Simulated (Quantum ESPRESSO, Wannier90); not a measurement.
## ZrS₂ (CdI2 type), plane waves to Wannier functions

Materials Project entry mp-1186; symmetrised, unrelaxed at this level. Not found in the COD (Crystallography Open Database) copy used; not checked further. Computed values, not measurements, from PBEsol: Quantum ESPRESSO (norm-conserving PseudoDojo potentials, cutoff 53 Ry, spinors with spin-orbit coupling) on a Γ-centred 6×6×4 mesh, then Wannier90. Density: 12×12×6 mesh, cold smearing 0.01 Ry. The cell is built of weakly bound layers, chains or molecules, whose nearest atoms lie 3.82 Å apart. Database cells relaxed without dispersion often hold them too far apart, which can enlarge gaps and weakens couplings between them; spacing and stacking were not compared with the measured crystal.

On the energy scale of pw.x, whose zero is arbitrary, the valence-band maximum lies at 6.42 eV.

Input w.win:

```
num_bands = 6
num_wann = 6
exclude_bands = 1-24,31-54
spinors = true
num_iter = 1000
conv_tol = 1.0e-6
conv_window = 4
write_hr = true
write_u_matrices = true
auto_projections = true
begin unit_cell_cart
ang
    3.6913800628    0.0000000000    0.0000000000
   -1.8456900314    3.1968289094    0.0000000000
    0.0000000000    0.0000000000    6.0410800000
end unit_cell_cart
begin atoms_frac
Zr   0.0000000000  0.0000000000  0.0000000000
S   -0.3333333333  0.3333333333 -0.2379100000
S    0.3333333333 -0.3333333333  0.2379100000
end atoms_frac
mp_grid = 6 6 4
begin kpoints
0.0000000000 0.0000000000 0.0000000000
0.0000000000 0.0000000000 0.2500000000
0.0000000000 0.0000000000 0.5000000000
... (141 more lines: the 6x6x4 mesh through Gamma)
end kpoints
```

Input of pw2wannier90.x that gives the overlap and projection files (equivalent; here they were cut from one run over all bands):

```
&inputpp
  outdir = './out'
  prefix = 'pwscf'
  seedname = 'w'
  write_amn = .true.
  write_mmn = .true.
  scdm_proj = .true.
  scdm_entanglement = 'isolated'
/
```

Output w.wout (banner and timings cut):

```
                                    ------
                                    SYSTEM
                                    ------

                              Lattice Vectors (Ang)
                    a_1     3.691380   0.000000   0.000000
                    a_2    -1.845690   3.196829   0.000000
                    a_3     0.000000   0.000000   6.041080

                   Unit Cell Volume:      71.28904  (Ang^3)

                        Reciprocal-Space Vectors (Ang^-1)
                    b_1     1.702124   0.982722  -0.000000
                    b_2     0.000000   1.965443   0.000000
                    b_3     0.000000  -0.000000   1.040076

 *----------------------------------------------------------------------------*
 |   Site       Fractional Coordinate          Cartesian Coordinate (Ang)     |
 +----------------------------------------------------------------------------+
 | zr   1   0.00000   0.00000   0.00000   |    0.00000   0.00000   0.00000    |
 | s    1  -0.33333   0.33333  -0.23791   |   -1.84569   1.06561  -1.43723    |
 | s    2   0.33333  -0.33333   0.23791   |    1.84569  -1.06561   1.43723    |
 *----------------------------------------------------------------------------*
                                ------------
                                K-POINT GRID
                                ------------

             Grid size =  6 x  6 x  4      Total points =  144

 *---------------------------------- MAIN ------------------------------------*
 |  Number of Wannier Functions               :                 6             |
 |  Number of Objective Wannier Functions     :                 6             |
 |  Number of input Bloch states              :                 6             |
 |  Output verbosity (1=low, 5=high)          :                 1             |
 |  Timing Level (1=low, 5=high)              :                 1             |
 |  Optimisation (0=memory, 3=speed)          :                 3             |
 |  Length Unit                               :               Ang             |
 |  Post-processing setup (write *.nnkp)      :                 F             |
 |  Using Gamma-only branch of algorithms     :                 F             |
 *----------------------------------------------------------------------------*
 *------------------------------- WANNIERISE ---------------------------------*
 |  Total number of iterations                :              1000             |
 |  Number of CG steps before reset           :                 5             |
 |  Trial step length for line search         :             2.000             |
 |  Convergence tolerence                     :         0.100E-05             |
 |  Convergence window                        :                 4             |
 |  Iterations between writing output         :                 1             |
 |  Iterations between backing up to disk     :               100             |
 |  Write r^2_nm to file                      :                 F             |
 |  Write xyz WF centres to file              :                 F             |
 |  Write on-site energies <0n|H|0n> to file  :                 F             |
 |  Use guiding centre to control phases      :                 F             |
 |  Use phases for initial projections        :                 F             |
 *----------------------------------------------------------------------------*
 *-------------------------------- PLOTTING ----------------------------------*
 |  Plotting Hamiltonian in WF basis          :                 T             |
 *----------------------------------------------------------------------------*

       ... (k-mesh section left out)

 Starting a new Wannier90 calculation ...

 Reading overlaps from w.mmn

 Reading projections from w.amn

 *------------------------------- WANNIERISE ---------------------------------*
 +--------------------------------------------------------------------+<-- CONV
 | Iter  Delta Spread     RMS Gradient      Spread (Ang^2)            |<-- CONV
 +--------------------------------------------------------------------+<-- CONV

 ------------------------------------------------------------------------------
 Initial State
  WF centre and spread    1  (  0.000640, -0.018561, -0.010470 )     5.79685824
  WF centre and spread    2  (  0.005645,  0.003841,  0.010450 )     5.42626772
  WF centre and spread    3  ( -0.065698, -0.020639, -0.021463 )     6.76910344
  WF centre and spread    4  ( -0.026534,  0.001726,  0.007294 )     6.91109470
  WF centre and spread    5  ( -0.034124,  0.007360,  0.010483 )     6.51510633
  WF centre and spread    6  ( -0.631650, -0.154698, -0.165057 )    21.75818188
  Sum of centres and spreads ( -0.751721, -0.180971, -0.168763 )    53.17661232

      0     0.532E+02     0.0000000000       53.1766123195  <-- CONV
        O_D=     14.2706801 O_OD=     13.4427151 O_TOT=     53.1766123 <-- SPRD
 ------------------------------------------------------------------------------
      1    -0.907E+01     4.3647183705       44.1019239467  <-- CONV
        O_D=      8.0370459 O_OD=     10.6016609 O_TOT=     44.1019239 <-- SPRD
      2     0.173E+01     3.1023613496       45.8311519049  <-- CONV
        O_D=      9.8146309 O_OD=     10.5533039 O_TOT=     45.8311519 <-- SPRD
      3    -0.951E+00     9.0028968041       44.8800345221  <-- CONV
        O_D=      8.9762884 O_OD=     10.4405291 O_TOT=     44.8800345 <-- SPRD
      4    -0.471E+01     5.5278316330       40.1689807071  <-- CONV
        O_D=      5.5456279 O_OD=      9.1601357 O_TOT=     40.1689807 <-- SPRD
      5    -0.564E+01     4.4159752063       34.5280300508  <-- CONV
        O_D=      2.0466256 O_OD=      7.0181873 O_TOT=     34.5280301 <-- SPRD
       ... (lines left out)
    100    -0.258E-03     0.0119240607       25.8669713881  <-- CONV
        O_D=      0.0249255 O_OD=      0.3788288 O_TOT=     25.8669714 <-- SPRD
       ... (lines left out)
    200    -0.868E-03     0.0257679219       25.8203011667  <-- CONV
        O_D=      0.0099951 O_OD=      0.3470889 O_TOT=     25.8203012 <-- SPRD
       ... (lines left out)
    300    -0.334E-03     0.0151504145       25.7693701446  <-- CONV
        O_D=      0.0017796 O_OD=      0.3043734 O_TOT=     25.7693701 <-- SPRD
       ... (lines left out)
    400    -0.135E-03     0.0089367041       25.7444680561  <-- CONV
        O_D=      0.0004661 O_OD=      0.2807848 O_TOT=     25.7444681 <-- SPRD
       ... (lines left out)
    500    -0.435E-04     0.0057147090       25.7374589577  <-- CONV
        O_D=      0.0003287 O_OD=      0.2739131 O_TOT=     25.7374590 <-- SPRD
       ... (lines left out)
    600    -0.458E-05     0.0017937396       25.7360835896  <-- CONV
        O_D=      0.0003117 O_OD=      0.2725548 O_TOT=     25.7360836 <-- SPRD
       ... (lines left out)
    695    -0.635E-06     0.0006906095       25.7358215945  <-- CONV
        O_D=      0.0003076 O_OD=      0.2722969 O_TOT=     25.7358216 <-- SPRD
    696    -0.928E-06     0.0008079599       25.7358206664  <-- CONV
        O_D=      0.0003076 O_OD=      0.2722959 O_TOT=     25.7358207 <-- SPRD
    697    -0.914E-06     0.0012321623       25.7358197520  <-- CONV
        O_D=      0.0003076 O_OD=      0.2722951 O_TOT=     25.7358198 <-- SPRD
             <<<     Delta < 1.000E-06  over  4 iterations     >>>
             <<< Wannierisation convergence criteria satisfied >>>
 Final State
  WF centre and spread    1  ( -0.000000,  0.000001, -0.000001 )     4.29387218
  WF centre and spread    2  ( -0.000001,  0.000000, -0.000001 )     4.29181400
  WF centre and spread    3  ( -0.000001,  0.000000,  0.000001 )     4.28268528
  WF centre and spread    4  (  0.000000, -0.000001,  0.000001 )     4.28842678
  WF centre and spread    5  (  0.000001, -0.000000,  0.000001 )     4.28895833
  WF centre and spread    6  (  0.000001,  0.000000, -0.000001 )     4.29006320
  Sum of centres and spreads (  0.000000, -0.000000, -0.000000 )    25.73581975

         Spreads (Ang^2)       Omega I      =    25.463217116
        ================       Omega D      =     0.000307567
                               Omega OD     =     0.272295069
    Final Spread (Ang^2)       Omega Total  =    25.735819752
```
